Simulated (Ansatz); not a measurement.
Gd₂In in space group P6_3/mmc (No. 194; In on 2c, Gd on 2d, Gd on 2a), PBE in the plane-wave PAW code Ansatz, all energies at zero smearing, with the estimated change up to a 700 eV cutoff added, with one set of potentials and settings (totals compare only within such a set). Cell of 6 atoms (2 In, 4 Gd): -48526.963 eV.

```
element                                reference phase  E (eV/atom)
-------  ---------------------------------------------  -----------
In                         I4/mmm, 1 atoms in the cell   -5597.8481
Gd       P6_3/mmc, 2 atoms in the cell, spin-polarised   -9332.2281
```

Formation energy per atom, worked out: (-48526.963 − 2×(-5597.8481) − 4×(-9332.2281))/6 = -0.392 eV/atom (-38 kJ per mol of atoms), at 0 K, without zero-point energy or fitted corrections.

The workflow started from an entry of the Crystallography Open Database (COD). Whether it is the stable phase at ambient conditions was not checked. The PBE relaxation kept the symmetry of its start; its stability against distortions is not shown here. Magnetic state: ferromagnetic, chosen from 3 collinear starts compared on coarse meshes (ties went to the first, and starts can fall back to one state), not a proven ground state. Caveat: open 4f shells can settle in a state that is not the lowest. No Hubbard U is applied. The references are the lowest solids computed at this level, not always the standard phases. Scalar-relativistic: spin–orbit coupling is off unless named, which matters more the heavier the elements.

Potentials: the later of the program's two PAW sets.
